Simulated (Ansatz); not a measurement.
**Zone-centre modes in Au**

All numbers below come from DFT PBEsol, scalar-relativistic, plane waves, PAW in Ansatz. The runs took a 420 eV cutoff, a Γ-centred 14×14×14 mesh and Gaussian smearing (0.15 eV). Spin–orbit coupling is left out, which can shift energies with elements as heavy as these. No spin polarisation.

The undisturbed cell (as given, not relaxed at this level; this bcc form isn't the usual structure):

```
Au
1.0
     0.00000   -3.31454    0.00000
    -3.31454    0.00000    0.00000
     0.00000    0.00000   -3.31454
Au
2
Direct
  0.50000 0.50000 0.50000
  0.00000 0.00000 0.00000
```

Harmonic modes by finite displacements of 0.02 Å, without the LO–TO term. The cell doubles the primitive one, so its zone centre also holds the primitive cell's point q = (1/2, 1/2, 1/2).

**Question.** At this geometry, is the structure stable against these modes?

**Answer.** Yes: no mode is imaginary beyond 10 cm⁻¹, and only the three translations lie near zero.

**Question.** List the wavenumbers in cm⁻¹.

**Answer.** 0, 0, 0, 114, 114, 114.

Cost: 1 run of about 0.35 core-minutes, on Arm Neoverse V2 (shared hosts).